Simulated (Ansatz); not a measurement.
Polymorphs of HfO2, each relaxed with HSE06 (plane waves, PAW; program Ansatz):

A: P4_2/nmc
a = b = 3.5767 Å, c = 5.1846 Å, α = β = γ = 90.00°

| atom | site | symmetry | x | y | z |
|---|---|---|---|---|---|
| Hf | 2a | -4m2 | 0.0000 | 0.0000 | 0.0000 |
| O | 4d | 2mm. | 0.0000 | 0.5000 | 0.1990 |

B: fluorite (Fm-3m)
a = b = c = 5.057 Å, α = β = γ = 90.00°

| atom | site | symmetry | x | y | z |
|---|---|---|---|---|---|
| Hf | 4a | m-3m | 0.0000 | 0.0000 | 0.0000 |
| O | 8c | -43m | 0.2500 | 0.2500 | 0.2500 |

C: rutile (P4_2/mnm)
a = 4.840 Å, b = 4.840 Å, c = 3.225 Å, α = 90.00°, β = 90.00°, γ = 90.00°

| atom | site | symmetry | x | y | z |
|---|---|---|---|---|---|
| Hf | 2a | m.mm | 0.0000 | 0.0000 | 0.0000 |
| O | 4f | m.2m | 0.3055 | 0.3055 | 0.0000 |

### Question
Rank these by energy per atom at 0 K (lowest first), as HSE06 gives it.

### Answer
C (+0 meV/atom), A (+17 meV/atom), B (+42 meV/atom)

### Question
Give each one's gap.

### Answer
A 6.33 eV; B 5.41 eV; C 5.65 eV.

Not the usual ambient phase: A; B; C. All cells were relaxed under the symmetry of their starts (and spin orders); stability against distortions was not tested throughout. Rows with no word on spin ran without spin polarisation. Scalar-relativistic: spin–orbit coupling is off unless named, which matters more the heavier the elements.

Potentials: the earlier of the program's two PAW sets.
